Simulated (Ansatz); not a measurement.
## Ba$_{2}$ZrS$_{4}$: do energies and stresses tell the same story?

Level of theory: DFT LDA, scalar-relativistic, plane waves, PAW in Ansatz.

Cutoff 420 eV; k points 10×10×10 on the computed 7-atom cell (Γ-centred); Gaussian smearing, width 0.02 eV; no spin polarisation.

Relaxed cell: I4/mmm, a = 4.883 Å, b = 4.883 Å, c = 15.438 Å, α = 90.00°, β = 90.00°, γ = 90.00°, 7 atoms in the primitive cell. Whether it is the stable form of this composition wasn't checked.

Energies at zero smearing and pressures from the stress tensor, at volumes with shape and atoms relaxed:
| V (Å³/atom) | E − E(first) (meV/atom) | P (GPa) |
| --- | --- | --- |
| 24.717 | 0.00 | 4.70 |
| 25.506 | -16.71 | 2.15 |
| 26.295 | -21.83 | -0.01 |
| 27.084 | -17.12 | -1.85 |
| 27.873 | -4.08 | -3.40 |

Task: Check P = −dE/dV between neighbouring volumes, and get the bulk modulus from the pressures alone.

Result: With 1 eV/Å³ = 160.2 GPa:
```tsv
middle V (Å³/atom)	−ΔE/ΔV (GPa)	mean P (GPa)
25.112	3.393	3.428
25.901	1.041	1.071
26.690	-0.957	-0.931
27.478	-2.648	-2.627
```

The two differ by 0.04 GPa at most. The mean of two end pressures misses the average over a step by about ΔV² P″/12, up to 0.04 GPa here; with that taken off 0.00 GPa remains. Around V = 26.295 Å³/atom, the two neighbours give B = −V ΔP/ΔV = 26.295 × 4.00 / 1.578 = 66.7 GPa, against B0 = 66.4 GPa from the Birch–Murnaghan fit of the energies.

Cost: 6 runs of about 17 core-minutes in all, on Intel Xeon Platinum 8375C (Ice Lake) (shared hosts).